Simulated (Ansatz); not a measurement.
**Is this BeGe2 structure a true minimum?**

It was reached by relaxing an invented guess, and it needn't be the stable form of this composition.

Method: Ansatz, DFT PBE, scalar-relativistic, plane waves, PAW. Cutoff 420 eV; k points 6×6×8 on the computed 6-atom cell (Γ-centred); Gaussian smearing, width 0.10 eV; no spin polarisation.

The cell below (6 atoms, space group P4_2/mmc (No. 131)) is relaxed within its symmetry.

```
Be Ge
1.0
     5.87439    0.00000    0.00000
     0.00000    5.87439    0.00000
     0.00000    0.00000    5.17191
Be Ge
2 4
Direct
  0.50000 0.50000 0.75000
  0.50000 0.50000 0.25000
  0.19709 0.50000 0.00000
  0.80291 0.50000 0.00000
  0.50000 0.80291 0.50000
  0.50000 0.19709 0.50000
```

For the test a repeat of it with 12 atoms (edges 5.17, 5.87, 11.75 Å) was strained at random (σ = 1.5 % a component), the atoms were moved at random (σ = 0.15 Å), and all was relaxed again on a coarse 4×4×2 mesh (in the run’s order of axes) with 0.20 eV smearing, with no symmetry imposed.

Question: Is the structure stable against such a distortion?

Answer: It doesn't return. The energy falls by 420 meV/atom on that mesh, the volume changes by -15.9 %, and the end has space group Cccm (No. 66) at a loose tolerance. Relaxed again on an 8×8×10 mesh with 0.10 eV smearing, the new structure lies 418 meV/atom below the first (mesh in the axes of the run's cell; the cell below is made exact in the group named). Space group Cccm (No. 66), orthorhombic, a = 7.229 Å, b = 9.916 Å, c = 4.186 Å. Be has 2 Be at 2.09 Å and 4 Ge at 2.34 Å; Ge is surrounded by 2 Be at 2.34 Å and 3 Ge at 2.46–2.50 Å.

```xyz
6
Lattice="3.6144 -4.9580 0.0000 3.6144 4.9580 0.0000 0.0000 0.0000 4.1855" Properties=species:S:1:pos:R:3 pbc="T T T"
Be    3.6144    0.0000    1.0464
Be    3.6144    0.0000    3.1392
Ge    2.9336    1.9790    2.0928
Ge    4.2952   -1.9790    2.0928
Ge    4.2952    1.9790    0.0000
Ge    2.9336   -1.9790    0.0000
```
